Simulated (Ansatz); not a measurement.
**Data sheet: Si3N4 (DFT)**

Si$_{3}$N$_{4}$:
Space group P6₃/m (No. 176); a = b = 7.6055 Å, c = 2.9055 Å, α = β = 90.00°, γ = 120.00°

```csv
atom,site,symmetry,x,y,z
Si,6h,m..,0.4061,0.2307,0.2500
N,2d,-6..,0.6667,0.3333,0.2500
N,6h,m..,0.0312,0.3303,0.2500
```

Space group P6_3/m (No. 176); conventional cell a = b = 7.606 Å, c = 2.905 Å, α = β = 90.00°, γ = 120.00°.

Method: DFT-r²SCAN in the program Ansatz with PAW potentials. The cell and atoms are relaxed at this level. Other levels are named where they apply.

**Cell and energy**

```json
{
  "volume_per_atom": "10.40 Å³",
  "density": "3.20 g/cm³",
  "Formation energy from the elements (no fitted shifts)": "-123 kJ/mol of atoms"
}
```

**Electronic structure**

```json
{
  "band_gap": "4.99 eV (indirect)",
  "valence_band_maximum": "on the Γ–A line, 33 % of the way from Γ",
  "conduction_band_minimum": "at Γ",
  "smallest_direct_gap_on_the_standard_path": "5.20 eV"
}
```

The r²SCAN relaxation kept the symmetry of its start. The references are the lowest solids computed at this level, not always the standard phases (solids in place of the gases).

Potentials: the earlier of the program's two PAW sets.
